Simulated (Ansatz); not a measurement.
Ga₂O₃:
```cif
data_Ga2O3
_chemical_formula_sum 'Ga2 O3'
_space_group_name_H-M_alt 'P 1'
_space_group_IT_number 1
_cell_length_a 7.08414
_cell_length_b 7.08414
_cell_length_c 7.08414
_cell_angle_alpha 24.136
_cell_angle_beta 24.136
_cell_angle_gamma 24.136
loop_
_space_group_symop_operation_xyz
  'x, y, z'
loop_
_atom_site_label
_atom_site_type_symbol
_atom_site_fract_x
_atom_site_fract_y
_atom_site_fract_z
_atom_site_occupancy
Ga1 Ga 0.40028 0.40028 0.40028 1
Ga2 Ga 0.59972 0.59972 0.59972 1
O1 O 0.00000 0.00000 0.00000 1
O2 O 0.23138 0.23138 0.23138 1
O3 O 0.76862 0.76862 0.76862 1
```

Relaxed with LDA.

Task: Give the optical modes at the zone centre with their infrared activity from DFPT, DFT-LDA in the program Ansatz with PAW potentials.

Result: Transverse frequencies, without the LO–TO term; a row sums one degenerate level.

| ω (cm⁻¹) | degeneracy | IR ((D/Å)²/amu) | activity | symmetry |
|---|---|---|---|---|
| 80i | 2 | 25.26 | IR | Eu |
| 71 | 2 | 0.00 | IR-inactive | Eg |
| 213 | 1 | 0.00 | IR-inactive | A1g |
| 405 | 1 | 11.81 | IR | A2u |
| 543 | 1 | 0.00 | IR-inactive | A1g |
| 548 | 1 | 0.37 | IR | A2u |
| 558 | 2 | 33.89 | IR | Eu |
| 563 | 2 | 0.00 | IR-inactive | Eg |

Task: How high does the top mode go among those that the LO–TO term moves?

Result: 719 cm⁻¹ for q along x, 719 cm⁻¹ for q along y, 577 cm⁻¹ for q along z.

Space group R-3m. The cell is a constructed one: a structure type filled with these elements; neither database checked (COD, Materials Project) lists it. It is not the phase usual at ambient conditions (space group No. 12, 167). The cell was relaxed with LDA under the symmetry of its start. At this level the phase is dynamically unstable (imaginary phonons). A crystal of weakly bound layers computed without a dispersion correction: the cell and the soft elastic constants depend strongly on that.

Potentials: the earlier of the program's two PAW sets.
